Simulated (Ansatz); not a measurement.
Relaxed bulk Ge:

```
Ge
1.0
     0.00000    2.83750    2.83750
     2.83750    0.00000    2.83750
     2.83750    2.83750    0.00000
Ge
2
Direct
  0.50000 0.50000 0.50000
  0.75000 0.75000 0.75000
```

Miller indices refer to the conventional cell of Fd-3m (No. 227), a = 5.675 Å, b = 5.675 Å, c = 5.675 Å, α = 90.00°, β = 90.00°, γ = 90.00°. The bulk's gap is 0.35 eV.

The (111) slab of 8 planes, 10.6 Å thick with 15 Å of vacuum as cut; outer planes Ge (top) and Ge (bottom).

Theory: Ansatz, DFT r2SCAN, scalar-relativistic, plane waves, PAW. Plane waves to 500 eV, a k mesh through Γ of 9×9×1 on the computed 8-atom cell and Gaussian smearing (0.05 eV); no spin polarisation. The cell repeats along c with a dipole correction in the vacuum.

This cut of an insulator is polar or leaves open shells, so the slab is metallic here; real surfaces compensate by reconstruction or adsorbates.

With the atoms at the bulk's places:

| Property | Result |
| --- | --- |
| Surface energy (mean of both faces) | 1.34 J/m² |
| Gap of the slab on the mesh | none (metal or semimetal) |
| Work function | 4.87 eV |

Q: What changes when all atoms relax within this surface cell and its symmetry?

A: The energy falls by 0.019 J/m² a face, and the largest move is 0.08 Å.

```yaml
Surface_energy_mean_of_both_faces: 1.32 J/m²
Gap_of_the_slab_on_the_mesh: none (metal or semimetal)
Work_function: 4.85 eV
```

```json
{"plane (bottom to top)": "1", "atoms": "Ge", "spacing to next, bulk (Å)": "0.819", "relaxed (Å)": "0.768", "change (%)": "-6.3"}
{"plane (bottom to top)": "2", "atoms": "Ge", "spacing to next, bulk (Å)": "2.457", "relaxed (Å)": "2.525", "change (%)": "+2.7"}
{"plane (bottom to top)": "3", "atoms": "Ge", "spacing to next, bulk (Å)": "0.819", "relaxed (Å)": "0.812", "change (%)": "-0.9"}
{"plane (bottom to top)": "4", "atoms": "Ge", "spacing to next, bulk (Å)": "2.457", "relaxed (Å)": "2.493", "change (%)": "+1.4"}
{"plane (bottom to top)": "5", "atoms": "Ge", "spacing to next, bulk (Å)": "0.819", "relaxed (Å)": "0.812", "change (%)": "-0.9"}
{"plane (bottom to top)": "6", "atoms": "Ge", "spacing to next, bulk (Å)": "2.457", "relaxed (Å)": "2.525", "change (%)": "+2.7"}
{"plane (bottom to top)": "7", "atoms": "Ge", "spacing to next, bulk (Å)": "0.819", "relaxed (Å)": "0.768", "change (%)": "-6.3"}
{"plane (bottom to top)": "8", "atoms": "Ge", "spacing to next, bulk (Å)": "", "relaxed (Å)": "", "change (%)": ""}
```

Gaps are read on the k points sampled, so a band crossing between them can be missed.